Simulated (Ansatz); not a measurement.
BP:
```
CELL_PARAMETERS angstrom
      3.27649     0.00000     0.00000
     -1.63825     2.83753     0.00000
      0.00000     0.00000     7.00484
ATOMIC_POSITIONS crystal
  B  0.00000 0.50000 0.33333
  B  0.50000 0.50000 0.66667
  B  0.50000 0.00000 0.00000
  P  0.00000 0.50000 0.83333
  P  0.50000 0.50000 0.16667
  P  0.50000 0.00000 0.50000
```

Relaxed with r²SCAN.

Question: Map the electron localisation function on the plane through (0.000, 0.500, 0.333) spanned by u = [1, 0, 0] and v = [0, 0, 1] in lattice vectors, from plane-wave PAW r²SCAN (Ansatz code).

Answer: x is the fraction of u, y of v (the angle between them is 90°; rows are the nearest grid lines); atoms in the plane: B at (0.00, 0.00), B at (0.50, 0.33), P at (0.00, 0.50), P at (0.50, 0.83).
```
|  :*##*+=+*##*:  |
|:=#@@@@#*#@@@@#=:|
|+*%@@@@*=*@@@@%*+|
|+*#%@%-   -%@%#*+|
|-=*##+     +##*=-|
| .:=++-...-++=:. |
|  .-+**+++**+-.  |
|:::::=++*++=:::::|
|++=-::-----::-=++|
|****=:.   .:=****|
|:-+*+-.   .-+*+-:|
|   +##+-:-+##+   |
|  :#%%#+=+#%%#:  |
|:+@@@@@#+#@@@@@+:|
|*#@@@@%+-+%@@@@#*|
|++##%#-   -#%##++|
|:-=+*+:   :+*+=-:|
|  .:=++===++=:.  |
|  ..-=+***+=-..  |
|--::::-----::::--|
|+==-:.......:-==+|
|++++-:.   .:-++++|
|::=+=-.. ..-=+=::|
|  :*##*+=+*##*:  |
```
Scale: ten equal steps from -0.002 (start of ' ') to 0.940 (end of '@'), in the order ' .:-=+*#%@'; x runs from 0.000 to 1.00, y from 0.000 (bottom) to 1.00 (top).

The density is the valence pseudo-density with augmentation charge, so density and ELF within about 1 Å of a nucleus are not all-electron values.

Space group P6_422. The start of the workflow was typed in or built on a structure type; neither database checked (COD, Materials Project) lists it. It is not the phase usual at ambient conditions (space group No. 216). The r²SCAN relaxation kept the symmetry of its start; its stability against distortions is not shown here.

Potentials: the later of the program's two PAW sets.
